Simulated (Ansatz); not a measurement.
YNiGe:
```
CELL_PARAMETERS angstrom
      6.93170     0.00000     0.00000
      0.00000     4.20778     0.00000
      0.00000     0.00000     7.25258
ATOMIC_POSITIONS crystal
  Y  0.50766 0.25000 0.20748
  Y  0.49234 0.75000 0.79252
  Y  0.99234 0.75000 0.70748
  Y  0.00766 0.25000 0.29252
  Ni 0.30880 0.25000 0.58099
  Ni 0.69120 0.75000 0.41901
  Ni 0.19120 0.75000 0.08099
  Ni 0.80880 0.25000 0.91901
  Ge 0.69781 0.25000 0.58876
  Ge 0.30219 0.75000 0.41124
  Ge 0.80219 0.75000 0.08876
  Ge 0.19781 0.25000 0.91124
```

Relaxed with r²SCAN. Special points in fractions of this cell's reciprocal vectors: Γ (0.000, 0.000, 0.000); X (0.500, 0.000, 0.000); S (0.500, 0.500, 0.000); Y (0.000, 0.500, 0.000); Z (0.000, 0.000, 0.500); U (0.500, 0.000, 0.500); R (0.500, 0.500, 0.500); T (0.000, 0.500, 0.500).

Task: List the band energies nearest the Fermi level at these points for r²SCAN (plane waves, PAW; program Ansatz).

Result: In eV from the Fermi level; about four levels below and three above (degenerate sets whole), none deeper than 8.9 eV; points with the same levels are listed once.

| k | below | above |
|---|---|---|
| Γ | -0.73 -0.69 -0.50 -0.01 | 0.79 0.98 1.77 |
| X | -1.24 -1.24 -0.88 -0.88 | 0.41 0.41 0.66 0.66 |
| S | -0.09 -0.09 -0.09 -0.09 | 1.10 1.10 1.10 1.10 |
| Y | -0.58 -0.58 -0.37 -0.37 | 1.72 1.72 1.77 1.77 |
| Z | -0.42 -0.42 -0.03 -0.03 | 0.35 0.35 0.94 0.94 |
| U | -0.92 -0.92 -0.92 -0.92 -0.61 -0.61 | 0.20 0.20 0.74 0.74 |
| R | -0.06 -0.06 -0.06 -0.06 | 1.18 1.18 1.18 1.18 |
| T | -0.61 -0.61 -0.49 -0.49 | 0.82 0.82 2.01 2.01 |

Space group Pnma. The first step of the workflow began from a Materials Project structure, measured or hypothetical; the Crystallography Open Database copy checked does not list it. With Ni and Ge taken as one species the cell has the higher symmetry Imma, so it may be an ordered model of a mixed-site phase. Whether it is the stable phase at ambient conditions was not checked. Symmetry was held in the r²SCAN relaxation; whether a distortion lowers the energy is not shown. No spin polarisation was allowed. Spin–orbit coupling is left out wherever it is not named.

Potentials: the later of the program's two PAW sets.
